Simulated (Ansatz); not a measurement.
## Computed properties of VO2

VO2:
```xyz
12
Lattice="9.2607 0.0000 0.0000 0.0000 2.8106 0.0000 0.0000 0.0000 4.8015" Properties=species:S:1:pos:R:3 pbc="T T T"
V      5.8995     0.7026     1.9960
V      3.3612     2.1079     2.8055
V      7.9916     2.1079     4.3968
V      1.2691     0.7026     0.4047
O      4.8339     2.1079     1.3788
O      4.4268     0.7026     3.4227
O      9.0571     0.7026     3.7796
O      0.2036     2.1079     1.0220
O      2.1435     2.1079     4.1787
O      7.1172     0.7026     0.6228
O      2.4868     0.7026     1.7779
O      6.7739     2.1079     3.0236
```
The run is spin-polarised; directions of the spins, atom by atom: ↑ ↑ ↑ ↑ 0 0 0 0 0 0 0 0.

Space group Pnma (No. 62); conventional cell a = 9.2607 Å, b = 2.8106 Å, c = 4.8015 Å, α = β = γ = 90.00°.

Method: PBEsol in the plane-wave PAW code Ansatz. Geometry: relaxed at this level of theory. Other levels are named where they apply.

Cell and energy:

Volume per atom: 10.41 Å³
Density: 4.41 g/cm³
Formation energy from the elements (no fitted shifts): -2.34 eV/atom

Electronic structure:

- Electronic character = metallic (no gap)
- Density of states at the Fermi level = 0.50 states/eV per atom (mean over ±0.08 eV)

Magnetism:

Magnetic order: ferromagnetic
Net moment: 0.33 μB per atom

Mechanics:

Bulk modulus (Birch–Murnaghan fit): 91.0 GPa
Pressure derivative B′: 3.4

Charges:

- Bader charges: V +2.06, O -1.06 to -1.01 e

The first step of the workflow began from a Materials Project structure, measured or hypothetical; the Crystallography Open Database copy checked does not list it. COD files the formula under space group No. 10, 12, 14, 136. Whether it is the stable phase at ambient conditions was not checked. Symmetry was held in the PBEsol relaxation; whether a distortion lowers the energy is not shown. The final state is ferromagnetic, chosen from 4 collinear starts compared on coarse meshes (ties went to the first, and starts can fall back to one state), not a proven ground state. No Hubbard U is applied. The compound may be a true metal, but semilocal functionals without U, or a wrong spin order, can also close a gap. Point labels and valley counts follow the cell and symmetry of the run, lower than the named group. The references are the lowest solids computed at this level, not always the standard phases (solids in place of the gases).

Potentials: the later of the program's two PAW sets.
